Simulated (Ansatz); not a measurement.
TiO2 (rutile)

```
TiO2
1.0
    4.64353     0.00000     0.00000
    0.00000     4.64353     0.00000
    0.00000     0.00000     2.96370
Ti O
2 4
Direct
  0.00000   0.00000   0.00000
  0.50000   0.50000   0.50000
  0.30512   0.30512   0.00000
  0.80512   0.19488   0.50000
  0.19488   0.80512   0.50000
  0.69488   0.69488   0.00000
```

This relaxed cell (volume V₀) is scaled evenly in all directions, its shape held. The atoms relax within the cell's symmetry.

Calculation: PBE (plane waves to 420 eV, PAW, scalar-relativistic; Ansatz, a first-principles code). k mesh 7×7×11 (Γ-centred), Fermi-Dirac smearing 0.05 eV. E stands for the smeared free energy. With the shape held, the modulus is that of even scaling; a crystal free to change shape is softer. The PAW data are Ansatz's earlier set. TiO2 is run without spin polarisation. TiO2 was relaxed with its symmetry unable to fall. The zero of ΔE is the relaxed starting cell.

| V (Å³/atom) | ΔE (meV/atom) |
|---|---|
| 8.947 | 251.1 |
| 9.231 | 164.8 |
| 9.515 | 99.8 |
| 9.799 | 53.2 |
| 10.083 | 22.4 |
| 10.367 | 5.3 |
| 10.651 | 0.0 |
| 10.935 | 4.8 |
| 11.219 | 18.2 |
| 11.503 | 39.1 |
| 11.787 | 66.2 |
| 12.071 | 98.7 |
| 12.355 | 135.6 |

Question: What is the fitted pressure derivative B₀′?

Answer: 4.7.

Question: What bulk modulus at fixed cell shape B₀ follows from a third-order Birch-Murnaghan fit?

Answer: 212 GPa. Check by three points about V = 10.651 Å³/atom, step 0.284: d²E/dV² ≈ (5.3 − 2·0.0 + 4.8) meV / 0.284² = 0.125 eV/Å⁶, and V·d²E/dV² × 160.2 = 214 GPa.

(A scan under strain: stresses follow from slopes of the energy per volume, elastic moduli from its curvatures.)
